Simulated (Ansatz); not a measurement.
LaTe:
```yaml
crystal:
  lattice:
    - [0.00000, 3.24752, 3.24752]
    - [3.24752, 0.00000, 3.24752]
    - [3.24752, 3.24752, 0.00000]
  atoms:
    - { symbol: La, position: [0.00000, 0.00000, 0.00000] }
    - { symbol: Te, position: [0.50000, 0.50000, 0.50000] }
```

Relaxed with r²SCAN. Special points in fractions of this cell's reciprocal vectors: Γ (0.000, 0.000, 0.000); X (0.500, 0.000, 0.500); U (0.625, 0.250, 0.625); K (0.375, 0.375, 0.750); L (0.500, 0.500, 0.500); W (0.500, 0.250, 0.750).

Problem. List the band energies nearest the Fermi level at these points for DFT-r²SCAN in the program Ansatz with PAW potentials.

Solution. In eV from the Fermi level; about four levels below and three above (degenerate sets whole), none deeper than 8.9 eV; points with the same levels are listed once.

```
k                                below                above
-  -----------------------------------  -------------------
Γ  -2.70 -2.70 -2.70 -0.01 -0.01 -0.01       0.62 0.62 1.13
X              -4.08 -3.13 -3.13 -1.59  1.33 1.33 1.40 1.40
U              -4.32 -4.02 -3.73 -0.38       1.20 1.25 1.36
L                    -5.55 -4.25 -4.25       0.86 1.22 1.22
W                    -4.37 -3.89 -3.89  0.48 0.48 1.37 1.37
```

Space group Fm-3m (rock salt). The workflow started from a Materials Project entry (that database holds measured and hypothetical structures alike); the Crystallography Open Database files this formula in space group No. 225, but the cells were not matched. Whether it is the stable phase at ambient conditions was not checked. The cell was relaxed with r²SCAN under the symmetry of its start; its stability against distortions is not shown here. With an odd number of electrons in the cell and no spin polarisation, the count alone makes it a metal. Spin–orbit coupling is left out wherever it is not named.

Potentials: the earlier of the program's two PAW sets.
